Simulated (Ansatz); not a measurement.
YHg2 in space group P6/mmm (No. 191; Y on 1a, Hg on 2d), the program Ansatz at the PBE level (PAW), all energies at zero smearing, with the estimated change up to a 700 eV cutoff added, with one set of potentials and settings (totals compare only within such a set). Cell of 3 atoms (1 Y, 2 Hg): -31476.856 eV.

| element | reference phase | E (eV/atom) |
|---|---|---|
| Y | P6_3/mmc, 2 atoms in the cell | -3848.6668 |
| Hg | P6_3/mmc, 2 atoms in the cell | -13813.4607 |

Formation energy per atom, worked out: (-31476.856 − 1×(-3848.6668) − 2×(-13813.4607))/3 = -0.423 eV/atom (-41 kJ per mol of atoms), at 0 K, without zero-point energy or fitted corrections.

The workflow started from an entry of the Crystallography Open Database (COD). Whether it is the stable phase at ambient conditions was not checked. The cell was relaxed with PBE under the symmetry of its start; its stability against distortions is not shown here. No spin polarisation was allowed. The references are the lowest solids computed at this level, not always the standard phases. Spin–orbit coupling is left out wherever it is not named.

Potentials: the later of the program's two PAW sets.
